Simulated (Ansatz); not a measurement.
BaF2:
```
BaF2
1.0
    4.35755     0.00000     0.00000
   -2.17877     3.77375     0.00000
    0.00000     0.00000     5.99620
Ba F
2 4
Direct
  0.33333   0.66667   0.25000
  0.66667   0.33333   0.75000
  0.00000   0.00000   0.50000
  0.00000   0.00000   0.00000
  0.66667   0.33333   0.25000
  0.33333   0.66667   0.75000
```

PBEsol (plane waves, PAW; program Ansatz) gives a gap of 5.98 eV without spin–orbit coupling, maximum at Γ, minimum at K.

### Question
What happens when spin–orbit coupling is switched on?

### Answer
The gap is nearly the same, to 5.98 eV; maximum at Γ, minimum at K.

### Question
Give the electron effective mass with spin–orbit coupling.

### Answer
0.55, 0.62, 0.62 mₑ (principal values).

### Question
Give the hole effective mass with spin–orbit coupling.

### Answer
0.92, 6.4, 6.4 mₑ (principal values).

Space group P6_3/mmc. The first step of the workflow began from a Materials Project structure, measured or hypothetical; the Crystallography Open Database copy checked does not list it. It is not the phase usual at ambient conditions (space group No. 225). The PBEsol relaxation kept the symmetry of its start; whether a distortion lowers the energy is not shown.

Potentials: the later of the program's two PAW sets.
